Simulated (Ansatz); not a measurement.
The relaxation started from an entry of Materials Project.

A relaxed cell of Sr₂H₃I (P-3m1 (No. 164)), relaxed on a k-mesh at least as fine as the one used below. The numbers are results of r2SCAN (plane waves to 500 eV, PAW, scalar-relativistic; Ansatz, a program for electronic structure), not measurements. Γ-centred k-mesh 6×6×3 on the run's cell (coarser than for final values), Fermi–Dirac smearing 0.05 eV.

```
CELL_PARAMETERS angstrom
      4.23655     0.00000     0.00000
     -2.11827     3.66896     0.00000
      0.00000     0.00000     7.67236
ATOMIC_POSITIONS crystal
  Sr 0.66667 0.33333 0.67851
  Sr 0.33333 0.66667 0.32149
  H  0.00000 0.00000 0.50000
  H  0.66667 0.33333 0.35688
  H  0.33333 0.66667 0.64312
  I  0.00000 0.00000 0.00000
```

The atoms are displaced by (Å):

```json
[
 {"atom": "Sr1", "ux": "-0.209", "uy": "0.026", "uz": "0.141"},
 {"atom": "Sr2", "ux": "0.100", "uy": "0.120", "uz": "-0.010"},
 {"atom": "H3", "ux": "-0.084", "uy": "0.010", "uz": "0.121"},
 {"atom": "H4", "ux": "0.006", "uy": "0.155", "uz": "0.011"},
 {"atom": "H5", "ux": "0.171", "uy": "0.166", "uz": "0.020"},
 {"atom": "I6", "ux": "-0.011", "uy": "-0.102", "uz": "0.015"}
]
```

What forces (eV/Å) and pressure result?


```csv
atom,Fx,Fy,Fz
Sr1,0.81,-0.06,-0.69
Sr2,-0.39,-0.03,0.57
H3,0.26,0.21,-0.08
H4,0.10,-0.25,0.02
H5,-0.78,-0.15,0.02
I6,-0.01,0.28,0.17
```

Pressure +0.6 GPa.

Estimate the energy cost of the displacement in the harmonic approximation and compare with the calculation.

For a harmonic well ΔE = −½ Σ F·u = 0.284 eV a cell, or 47 meV/atom. The calculated energy relative to the undisplaced cell is +0.050 eV/atom, so the harmonic estimate holds well.

No spin polarisation in the result.

The run that gave the undisplaced cell could not lose the symmetry of its start; a randomly shaken copy of 6 atoms returns to this structure.
